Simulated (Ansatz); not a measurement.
CH2Cl2 on a (110) slab of W (Im-3m (No. 229)), 3 planes, outer planes W (top) and W (bottom), 1 a cell of 28.2 Å², relaxed and still whole (its atoms last):

```yaml
crystal:
  lattice:
    - [5.47220, 0.00000, 0.00000]
    - [-1.82407, 5.15924, 0.00000]
    - [0.00000, 0.00000, 25.37143]
  atoms:
    - { symbol: W, position: [0.25000, 0.25000, 0.31532] }
    - { symbol: W, position: [0.25000, 0.75000, 0.31532] }
    - { symbol: W, position: [0.75000, 0.25000, 0.31532] }
    - { symbol: W, position: [0.75000, 0.75000, 0.31532] }
    - { symbol: W, position: [0.50214, 0.49916, 0.40142] }
    - { symbol: W, position: [0.50100, 0.99694, 0.40118] }
    - { symbol: W, position: [0.99910, 0.50118, 0.40131] }
    - { symbol: W, position: [0.99864, 0.00210, 0.40134] }
    - { symbol: W, position: [0.74863, 0.75473, 0.48968] }
    - { symbol: W, position: [0.75064, 0.24609, 0.48994] }
    - { symbol: W, position: [0.25353, 0.74960, 0.48639] }
    - { symbol: W, position: [0.24892, 0.24962, 0.48568] }
    - { symbol: Cl, position: [0.49000, 0.63326, 0.66589] }
    - { symbol: C, position: [0.48053, 0.40162, 0.61830] }
    - { symbol: Cl, position: [0.79746, 0.51299, 0.57148] }
    - { symbol: H, position: [0.48429, 0.21932, 0.63521] }
    - { symbol: H, position: [0.32891, 0.38544, 0.58870] }
```

Computed with Ansatz 0.2.0, DFT PBE+D3(BJ), scalar-relativistic, plane waves, PAW. Settings: cutoff 420 eV, Γ-centred mesh 4×4×1 on the computed 17-atom cell, Gaussian smearing of 0.10 eV; no spin polarisation. The cell repeats along c with a dipole correction in the vacuum.

It binds with 0.99 eV a molecule against the clean slab and the free molecule (no zero-point or thermal terms); its shortest contact is Cl–W 2.50 Å. Take first-order desorption with no barrier to adsorption, no reaction on the face and an assumed prefactor of 10^13 s⁻¹.

(1) How long does a molecule stay at 300 K?

(2) Where does its peak lie in a desorption experiment heated at 5 K/s?

(3) Is this physisorption or chemisorption?

The molecule may also break up before it leaves, which wasn't tried.

Results:

(1) τ = ν⁻¹·exp(E/k_BT) with k_BT = 0.0259 eV: E/k_BT = 38.3, so τ ≈ 4×10^3 s. It outlasts a purge of seconds.

(2) The peak obeys E/(k_B·T_p²) = (ν/β)·exp(−E/k_BT_p). Solving gives T_p ≈ 373 K (E/k_BT_p = 30.8). An error of 0.1 eV in E moves it by about 38 K, and larger molecules have larger prefactors, which lowers it.

(3) The tightest contact, Cl–W 2.50 Å, is 0.95 times the sum of covalent radii, and deformation and lateral interaction add up to +0.27 eV. This is chemisorption.